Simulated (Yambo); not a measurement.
Convergence of the G0W0 gap of Rb2PtF6

G0W0@PBEsol for Rb$_{2}$PtF$_{6}$ (space group P-3m1, No. 164) in Yambo. Reference settings: 3×3×2 Γ-centred k mesh, bands 5 to 222 and a 7 Ry block in the screening, 222 bands in G with the Bruneval-Gonze terminator, plasmon pole fitted at 27.2 eV. The PBEsol gap H → (0, 0.333, -0.5) on this mesh is 2.61 eV; G0W0 gaps are taken between the same points.

```
change from the reference      G0W0 gap H → (0, 0.333, -0.5) (eV)  shift of the valence edge (eV)        rough Yambo cost
-----------------------------  ----------------------------------  ------------------------------  ----------------------
reference settings                                           6.47                           -1.67                       1
93 bands in W, 93 bands in G                                 6.63                           -1.56               about 1/3
148 bands in G                                               6.47                           -1.67                       –
3 Ry block                                                   6.71                           -1.93  within a factor of two
6 Ry block                                                   6.46                           -1.68  within a factor of two
pole fitted at 15 eV                                         6.39                           -1.60                       –
93 bands in G, no terminator                                 6.65                           -1.01                       –
148 bands in G, no terminator                                6.55                           -1.27                       –
no terminator                                                6.52                           -1.44                       –
```

The reference isn't shown to be the converged limit. Costs are rough (shared machines), scaled to the same edge states, and given only for runs that recompute the screening. The mesh misses a band edge: along a dense path the PBEsol gap is 2.53 eV against 2.61 eV on the mesh.

Spin-orbit coupling is left out, which matters for elements this heavy: edges can move by tenths of an eV.

Geometry of the Materials Project entry, not relaxed at this level; primitive cell a = b = 5.925 Å, c = 4.766 Å, α = β = 90.00°, γ = 120.00°.

The structure is a Materials Project entry; no match was found in the copy of COD used, and its stability was not checked.

A shift is the quasiparticle energy of the state minus its PBEsol energy.
